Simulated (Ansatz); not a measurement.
# NbZn3: frozen-core PAW against all-electron methods

```yaml
crystal:
  lattice:
    - [3.93400, -0.03934, -0.03934]
    - [-0.03934, 3.93400, -0.03934]
    - [-0.03934, -0.03934, 3.93400]
  atoms:
    - { symbol: Nb, position: [0.00000, 0.00000, 0.00000] }
    - { symbol: Zn, position: [0.00000, 0.50000, 0.50000] }
    - { symbol: Zn, position: [0.50000, 0.00000, 0.50000] }
    - { symbol: Zn, position: [0.50000, 0.50000, 0.00000] }
```

Atom numbers follow the list: Nb1, Zn2, Zn3, Zn4.

The conventional cell has a = 5.619 Å, b = 5.619 Å, c = 6.678 Å, α = 90.00°, β = 90.00°, γ = 120.00°. Nb (atom 1) has 12 Zn at 2.75 to 2.81 Å as nearest neighbours. Zn (atom 2) is surrounded by 4 Nb at 2.75 to 2.81 Å and 8 Zn at 2.75 to 2.81 Å.

The geometry is COD entry 2310977, unchecked; take it as a test cell. The listed cell was then made from it by scaling, straining or moving an atom.

Spin polarisation is left out, and whether a magnetic state lies lower isn't shown here.

Levels of theory: DFT, PBEsol, PAW with Ansatz's default frozen-core files, scalar-relativistic (Ansatz 0.2.0); DFT, PBEsol, all-electron PAW with datasets made for the crystal, scalar-relativistic (Ansatz 0.2.0); DFT, PBEsol, all-electron LAPW, scalar-relativistic (Ansatz 0.2.0).

For PAW: a Γ-centred 10×10×10 k mesh, Fermi–Dirac smearing of 0.05 eV, cutoff 420 eV, no spin polarisation; the PAW files were made with PBE, and the program remakes their frozen cores for this functional. The crystal-made all-electron datasets (AE datasets) take a cutoff of 260 eV at this cell. LAPW targets a basis error of 1 meV/atom. The Ansatz runs share mesh, smearing and spin set-up. Plane-wave (PAW) pressures include the program's estimate of the Pulay term.

Stress and pressure are positive in compression.

The change that made this cell: equal xy, yz and zx engineering shear strains of -2 %.

Spin–orbit coupling is left out, which moves gradients at and beside heavy atoms by some per cent and at worst by a factor of two.

In a metal, gradients converge slowly with the k mesh: the values move by tens of per cent from one mesh to another, at times in sign, so only the comparison on one mesh counts.

| quantity | PAW | AE datasets | LAPW |
| --- | --- | --- | --- |
| pressure (GPa) | -5.30 | -5.29 | -5.29 |
| stress yz (GPa) | 1.74 | 1.74 | 1.74 |
| stress xz (GPa) | 1.74 | 1.74 | 1.74 |
| stress xy (GPa) | 1.74 | 1.74 | 1.74 |
| largest principal field gradient Vzz at Nb1 (10²¹ V/m²) | -1.91 | -1.96 | – |
| largest principal field gradient Vzz at Zn2 (10²¹ V/m²) | 6.39 | 6.40 | – |

PAW's pressure differs from the LAPW value by about 0.01 GPa or less.
